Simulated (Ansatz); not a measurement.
Relaxed-ion elastic tensor of ScCu (CsCl type, space group No. 221) in GPa (Voigt order), PBEsol (plane waves, PAW; program Ansatz); density 5.45 g/cm³, 16.53 Å³ per atom.

```json
[
 {"": "1", "1": "143", "2": "75.8", "3": "75.8", "4": "0.0", "5": "0.0", "6": "0.0"},
 {"": "2", "1": "75.8", "2": "143", "3": "75.8", "4": "0.0", "5": "0.0", "6": "0.0"},
 {"": "3", "1": "75.8", "2": "75.8", "3": "143", "4": "0.0", "5": "0.0", "6": "0.0"},
 {"": "4", "1": "0.0", "2": "0.0", "3": "0.0", "4": "52.9", "5": "0.0", "6": "0.0"},
 {"": "5", "1": "0.0", "2": "0.0", "3": "0.0", "4": "0.0", "5": "52.9", "6": "0.0"},
 {"": "6", "1": "0.0", "2": "0.0", "3": "0.0", "4": "0.0", "5": "0.0", "6": "52.9"}
]
```

Task: Is the crystal mechanically stable?

Result: Yes: the smallest eigenvalue of C is 52.9 GPa.

Task: Work out the Voigt, Reuss and Hill averages.

Result: K_V = 98.1, K_R = 98.1, K_H = 98.1; G_V = 45.1, G_R = 42.9, G_H = 44.0 GPa.

Task: Give Young's modulus, Poisson's ratio, Pugh's ratio and the universal anisotropy index.

Result: E = 9KG/(3K + G) = 115 GPa; ν = 0.30; K/G = 2.23 (ductile by the Pugh limit of 1.75); A_U = 5G_V/G_R + K_V/K_R − 6 = 0.26.

Task: Estimate the sound speeds and the Debye temperature.

Result: v_l = √((K + 4G/3)/ρ) = 5360 m/s, v_t = √(G/ρ) = 2840 m/s, mean 3180 m/s; Θ = (h/k)(3n/4πV)^(1/3) v_m = 371 K.

Task: Give the Zener ratio and Young's modulus along [100], [110] and [111].

Result: A = 2C44/(C11 − C12) = 1.58; 1/E = S11 − 2(S11 − S12 − S44/2)Γ with Γ = 0, 1/4, 1/3 gives 90.1, 120, 135 GPa.

Task: Solve the Christoffel equation for the three sound speeds along [100], [110], [111].

Result: Eigenvalues of C_ijkl n_j n_l equal ρv². In km/s, slowest first: [100] 3.12, 3.12, 5.12; [110] 2.48, 3.12, 5.46; [111] 2.71, 2.71, 5.56.

Space group Pm-3m (CsCl type). The first step of the workflow began from a Materials Project structure, measured or hypothetical; the Crystallography Open Database files this formula in space group No. 221, but the cells were not matched. Whether it is the stable phase at ambient conditions was not checked. The PBEsol relaxation kept the symmetry of its start; of distortions, only those at the zone centre were tested. The run is not spin-polarised. As this level gives no gap, shear constants depend on the k-mesh and smearing (Fermi–Dirac, 0.1 eV here).

Potentials: the later of the program's two PAW sets.
